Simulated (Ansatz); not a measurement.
Relaxed MgS (rock salt):

```
CELL_PARAMETERS angstrom
      0.00000     2.60256     2.60256
      2.60256     0.00000     2.60256
      2.60256     2.60256     0.00000
ATOMIC_POSITIONS crystal
  S  0.00000 0.00000 0.00000
  Mg 0.50000 0.50000 0.50000
```

Calculation: r2SCAN (plane waves to 500 eV, PAW, scalar-relativistic; Ansatz, a program for electronic structure). k mesh 9×9×9 (Γ-centred), Fermi-Dirac smearing 0.05 eV. MgS was relaxed with its symmetry unable to fall. The PAW data are Ansatz's earlier set.

One atom of the cell was then moved (with its periodic images), all else fixed, and the forces (eV/Å) came out as:

```csv
atom,Fx,Fy,Fz
S1,0.000,0.000,-3.274
Mg2,0.000,0.000,3.274
```

With two atoms only their relative shift counts; take S1 as fixed.

Question: Which atom was moved, and by which vector (Å)?

Answer: Mg2, by (0.00, 0.00, -0.47), 0.47 Å in all.

(For displaced atoms, the force is minus the slope of the energy, and its curvature is a force constant, which sets phonon frequencies.)
